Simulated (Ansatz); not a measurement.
The calculation used DFT PBE, scalar-relativistic, plane waves, PAW (Ansatz). All cells share a 420 eV cutoff and Γ-centred k meshes spaced at most about 0.3 Å⁻¹ (about 0.25 or finer for metals, 2π included). No spin polarisation in the final relaxations.

These are static total energies at zero pressure.

Two relaxed structures of Ta₃AlN₄:

A.

```xyz
8
Lattice="3.0808 0.0000 0.0000 0.0000 3.0808 0.0000 0.0000 0.0000 8.7453" Properties=species:S:1:pos:R:3 pbc="T T T"
Ta    0.0000    0.0000    6.6077
Ta    1.5404    1.5404    0.0000
Ta    0.0000    0.0000    2.1376
Al    1.5404    1.5404    4.3726
N     0.0000    0.0000    0.0000
N     1.5404    1.5404    2.3684
N     0.0000    0.0000    4.3726
N     1.5404    1.5404    6.3769
```

B.

```xyz
8
Lattice="2.9665 0.0000 0.0000 0.0000 4.3542 0.0000 0.0000 0.0000 6.3888" Properties=species:S:1:pos:R:3 pbc="T T T"
Ta    0.0000    0.0000    0.0000
Ta    1.4832    2.1771    1.5690
Ta    1.4832    2.1771    4.8198
Al    0.0000    0.0000    3.1944
N     0.0000    2.1771    0.0000
N     1.4832    0.0000    1.8224
N     0.0000    2.1771    3.1944
N     1.4832    0.0000    4.5665
```

Task: Which is lower in energy, and by how much?

Result: B is lower, by 22 meV/atom. A has Ta and Al ordered on rock salt sites, space group P4/mmm (No. 123), 10.4 Å³/atom and no gap on its mesh; B has Ta and Al ordered on rock salt sites, space group Pmmm (No. 47), 10.3 Å³/atom and no gap. Counting N atoms around Al and Ta (those within 1.25 times the shortest such distance or 1.15 times the sum of covalent radii, 1.27 where that leaves under three), A and B both have Ta 6, Al 6. Both come from invented guesses.

These runs have no spin–orbit coupling, which can matter for Ta. Cells relaxed within their symmetry can be saddle points.
